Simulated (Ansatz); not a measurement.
**Run times of several calculations on RbNb6S8**

Cell: 15 atoms, space group P-3, a = 9.790 Å, b = 9.790 Å, c = 3.409 Å, α = 90.00°, β = 90.00°, γ = 120.00°.

All runs are DFT with Ansatz 0.2.0 on 1 thread of Arm Neoverse V2 (aarch64; 28 cores open to the job, memory cap 3.0 GiB, no GPU), a shared host.

Q: Rank the runs by wall time, shortest first.
A. single point, PBE with spin–orbit coupling, 420 eV, 4×4×10 k-points, smearing 0.05 eV
B. single point, PBE, 420 eV, 4×4×9 k-points, smearing 0.05 eV
C. single point, r2SCAN, 500 eV, 4×4×10 k-points, smearing 0.05 eV

A: B (74 s, 0.85 GiB), C (2.4 min, 1.4 GiB), A (12 min, 2.3 GiB).
